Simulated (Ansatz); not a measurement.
Al (hcp (Mg type), P6_3/mmc) under volume change, r²SCAN (plane waves, PAW; program Ansatz), shape and atoms relaxed at each volume.

```csv
V (Å³/atom),E − E(relaxed) (meV/atom),P (GPa)
14.554,42.5,10.27
15.034,17.9,6.30
15.514,4.2,2.90
15.993,0.0,0.00
16.473,?,?
16.953,?,?
17.433,30.8,-6.32
```

Task: Some entries are withheld; supply them.

Result: 
- 16.473, E − E(relaxed) (meV/atom): 3.8
- 16.473, P (GPa): -2.47
- 16.953, E − E(relaxed) (meV/atom): 14.4
- 16.953, P (GPa): -4.56

Task: What does a third-order Birch–Murnaghan fit give for V₀, B₀ and B′?

Result: V₀ = 15.99 Å³/atom, B₀ = 88.7 GPa, B′ = 4.3.

The workflow started from a Materials Project entry (that database holds measured and hypothetical structures alike); the Crystallography Open Database copy checked does not list it. It is not the phase usual at ambient conditions (space group No. 225). The r²SCAN relaxation kept the symmetry of its start; whether a distortion lowers the energy is not shown.

Potentials: the earlier of the program's two PAW sets. The files were generated under PBE; for other functionals the program regenerates the frozen cores, and for LDA and PBEsol the local potential too.
